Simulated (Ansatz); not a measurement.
Relaxed-ion elastic tensor of W (bcc (W type), Im-3m) in GPa (Voigt order), the program Ansatz at the PBE level (PAW); density 18.92 g/cm³, 16.13 Å³ per atom.

|  | 1 | 2 | 3 | 4 | 5 | 6 |
|---|---|---|---|---|---|---|
| 1 | 514 | 198 | 198 | 0.0 | 0.0 | 0.0 |
| 2 | 198 | 514 | 198 | 0.0 | 0.0 | 0.0 |
| 3 | 198 | 198 | 514 | 0.0 | 0.0 | 0.0 |
| 4 | 0.0 | 0.0 | 0.0 | 142 | 0.0 | 0.0 |
| 5 | 0.0 | 0.0 | 0.0 | 0.0 | 142 | 0.0 |
| 6 | 0.0 | 0.0 | 0.0 | 0.0 | 0.0 | 142 |

Q: Is the crystal mechanically stable?

A: Yes: the smallest eigenvalue of C is 142 GPa.

Q: Work out the Voigt, Reuss and Hill averages.

A: K_V = 303, K_R = 303, K_H = 303; G_V = 148, G_R = 148, G_H = 148 GPa.

Q: Give Young's modulus, Poisson's ratio, Pugh's ratio and the universal anisotropy index.

A: E = 9KG/(3K + G) = 382 GPa; ν = 0.29; K/G = 2.04 (ductile by the Pugh limit of 1.75); A_U = 5G_V/G_R + K_V/K_R − 6 = 0.01.

Q: Estimate the sound speeds and the Debye temperature.

A: v_l = √((K + 4G/3)/ρ) = 5140 m/s, v_t = √(G/ρ) = 2800 m/s, mean 3120 m/s; Θ = (h/k)(3n/4πV)^(1/3) v_m = 368 K.

Q: Give the Zener ratio and Young's modulus along [100], [110] and [111].

A: A = 2C44/(C11 − C12) = 0.90; 1/E = S11 − 2(S11 − S12 − S44/2)Γ with Γ = 0, 1/4, 1/3 gives 405, 377, 368 GPa.

Q: Solve the Christoffel equation for the three sound speeds along [100], [110], [111].

A: Eigenvalues of C_ijkl n_j n_l equal ρv². In km/s, slowest first: [100] 2.74, 2.74, 5.21; [110] 2.74, 2.89, 5.13; [111] 2.84, 2.84, 5.10.

The cell was relaxed with PBE under the symmetry of its start. No spin polarisation was allowed. As this level gives no gap, shear constants depend on the k-mesh and smearing (Fermi–Dirac, 0.1 eV here). Spin–orbit coupling is left out wherever it is not named.

Potentials: the later of the program's two PAW sets.
